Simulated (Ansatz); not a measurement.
ZrGeS in space group P4/nmm (No. 129; Zr on 2c, Ge on 2a, S on 2c), plane-wave PAW PBE (Ansatz code), all energies at zero smearing, with the estimated change up to a 700 eV cutoff added, with one set of potentials and settings (totals compare only within such a set). Cell of 6 atoms (2 Zr, 2 Ge, 2 S): -18768.744 eV.

```csv
element,reference phase,E (eV/atom)
Zr,"P6_3/mmc, 2 atoms in the cell",-4183.8362
Ge,"Fd-3m, 2 atoms in the cell",-4294.9847
S,"Fddd, 32 atoms in the cell",-902.0599
```

Formation energy per atom, worked out: (-18768.744 − 2×(-4183.8362) − 2×(-4294.9847) − 2×(-902.0599))/6 = -1.164 eV/atom (-112 kJ per mol of atoms), at 0 K, without zero-point energy or fitted corrections.

The first step of the workflow began from a Materials Project structure, measured or hypothetical; the Crystallography Open Database files this formula in space group No. 129, but the cells were not matched. Whether it is the stable phase at ambient conditions was not checked. The PBE relaxation kept the symmetry of its start; its stability against distortions is not shown here. No spin polarisation was allowed. The references are the lowest solids computed at this level, not always the standard phases.

Potentials: the later of the program's two PAW sets.
